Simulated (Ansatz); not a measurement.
SiC with boron replacing C: do the settings matter for the field gradients?

Cell: a supercell of SiC (zinc blende type, F-43m) built from an entry of the Crystallography Open Database (COD), with all atoms left at the host's positions.

```cif
data_Si27BC26
_symmetry_space_group_name_H-M 'F-43m'
_symmetry_Int_Tables_number 216
_cell_length_a 13.0740
_cell_length_b 13.0740
_cell_length_c 13.0740
_cell_angle_alpha 90.000
_cell_angle_beta 90.000
_cell_angle_gamma 90.000
loop_
_atom_site_label
_atom_site_type_symbol
_atom_site_symmetry_multiplicity
_atom_site_Wyckoff_symbol
_atom_site_fract_x
_atom_site_fract_y
_atom_site_fract_z
Si1 Si 16 e 0.4167 0.0833 0.4167
Si3 Si 24 g 0.7500 0.0833 0.7500
Si5 Si 48 h 0.7500 0.9167 0.5833
Si14 Si 4 d 0.7500 0.7500 0.7500
Si18 Si 16 e 0.0833 0.5833 0.9167
B B 4 a 0.5000 0.0000 0.5000
C29 C 48 h 0.6667 0.0000 0.6667
C32 C 16 e 0.8333 0.8333 0.6667
C36 C 16 e 0.1667 0.6667 0.8333
C42 C 24 f 0.0000 0.6667 0.0000
```

One atom of each set is listed; the run and its k-mesh use a cell of 54 atoms with edges of 9.24, 9.24, 9.24 Å.

Reference run. All values are calculated (Ansatz; DFT, PBE, plane waves and PAW, scalar-relativistic, collinear spin, 420 eV cutoff, Γ-centred 3×3×3 k-points, Fermi–Dirac smearing 0.01 eV), not measured. Start moments as typed (μB): 1 on each B, none on the rest.

(1) The input is changed as follows: `kpoints.mp_grid.shift`: not typed → [0.5, 0.5, 0.5]; `basis.xc_grid`: not typed → 1. What happens to V_zz (10²¹ V/m²) and η?

Results:

(1) 

| site | V_zz reference | η reference | V_zz changed | η changed |
| --- | --- | --- | --- | --- |
| Si1 | -3.09 | 0.00 | -3.41 | 0.00 |
| Si2 | -3.09 | 0.00 | -3.12 | 0.02 |
| Si3 | -0.20 | 0.01 | -0.19 | 0.65 |
| Si9 | -0.20 | 0.01 | -0.22 | 0.27 |
| Si6 | 0.069 | 0.08 | 0.082 | 0.37 |
| B | 0.00 | – | -0.18 | 0.00 |
| C29 | 0.076 | 0.30 | -0.16 | 0.62 |
| C30 | 0.076 | 0.30 | -0.087 | 0.25 |
| C33 | 0.076 | 0.30 | 0.10 | 0.55 |
| C32 | -0.008 | 0.00 | -0.045 | 0.39 |
| C36 | -0.022 | 0.00 | -0.033 | 0.93 |
| C54 | -0.022 | 0.00 | -0.058 | 0.00 |

The largest change of V_zz along a kept axis is on Si1, from -3.09 to -3.41. In per cent, |V_zz| changes by +1 to +10 on Si (all sites that start above 2). Where |V_zz| stays above 0.1 and the axes keep their order, η moves most on Si3, from 0.01 to 0.65. On C29, C30, C36, C32, C42 (not all in the table) the largest principal value lies along another axis in the second run, so the two V_zz can't be compared directly. The table leaves out 7 of the 19 sites, with |V_zz| up to 0.09; their tensors move by 0.03 at most along any direction. The statements above cover all sites. The absolute magnetisation of the cell goes from 0.8 to 0.2 μB. Symmetry makes η zero on Si2, C32, C36; the changed mesh lacks the crystal's symmetry, and the η that it gives there is an artefact. SCF iterations: 12 and 17. New warnings: symmetry narrowed by mesh.

On the reference run: The defect repeats with the cell of 54 atoms, so it feels its images: sites between two images don't show the values beside a lone defect, and zeros or small values of η there can come from the images' arrangement. The defect cell has no gap above 0.1 eV on its mesh, so the values can hang on the smearing and the k-mesh. The cell keeps the host's lattice, where the PBE pressure is 5 GPa. The run lost most of its start moments on B; a state with other moments may lie lower. The neighbours have not yet relaxed around the defect (largest force 0.91 eV/Å), so a real crystal will differ.
